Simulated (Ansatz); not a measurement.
HfSiO4:
```
HfSiO4
1.0
   -3.32327     3.32327     3.00736
    3.32327    -3.32327     3.00736
    3.32327     3.32327    -3.00736
Hf Si O
2 2 8
Direct
  0.00000   0.00000   0.00000
  0.75000   0.25000   0.50000
  0.25000   0.75000   0.50000
  0.50000   0.50000   0.00000
  0.13473   0.31891   0.81582
  0.06891   0.75309   0.68418
  0.50309   0.31891   0.18418
  0.06891   0.38473   0.31582
  0.61527   0.93109   0.68418
  0.68109   0.86527   0.18418
  0.24691   0.93109   0.31582
  0.68109   0.49691   0.81582
```

Relaxed with PBE. Special points in fractions of this cell's reciprocal vectors: Γ (0.000, 0.000, 0.000); X (0.000, 0.000, 0.500); M (-0.500, 0.500, 0.500); Z (0.455, 0.455, -0.455); Z0 (-0.455, 0.545, 0.455); P (0.250, 0.250, 0.250); N (0.000, 0.500, 0.000).

Question: List the band energies nearest the valence-band maximum at these points for PBE (plane waves, PAW; program Ansatz).

Answer: In eV from the valence-band maximum; about four levels below and three above (degenerate sets whole), none deeper than 8.9 eV; points with the same levels are listed once.

```csv
k,below,above
Γ,-0.58 -0.58 -0.52 0.00,5.66 5.97 5.97
X,-0.87 -0.87 -0.56 -0.56,5.33 5.33 6.41 6.41 6.41 6.41
M,-1.04 -1.04 -0.88 -0.88,6.11 6.11 6.43 6.43
Z,-0.99 -0.99 -0.81 -0.81,6.02 6.19 6.34
P,-1.09 -1.09 -0.47 -0.47,5.33 5.33 6.61 6.61
N,-0.93 -0.78 -0.24 -0.21,5.56 5.71 6.45
```

Space group I4_1/amd. Symmetry was held in the PBE relaxation. No spin polarisation was allowed. Scalar-relativistic: spin–orbit coupling is off unless named, which matters more the heavier the elements.

Potentials: the earlier of the program's two PAW sets.
